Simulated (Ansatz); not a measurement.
Question: Name crystals whose computed values (the program Ansatz at the PBE+D3(BJ) level (PAW)) fall in these windows: highest Γ mode, no LO–TO term (cm⁻¹) 100 to 120; G_Hill (GPa) 5.6 to 7.9.

Answer: 

| crystal | highest Γ mode, no LO–TO term (cm⁻¹) | G_Hill (GPa) |
|---|---|---|
| PbI2, CdI2 type | 112 | 6.9 |
Others may fit too.

The cell was relaxed under the symmetry of its start. Spin–orbit coupling is left out wherever it is not named.

Potentials: the later of the program's two PAW sets.
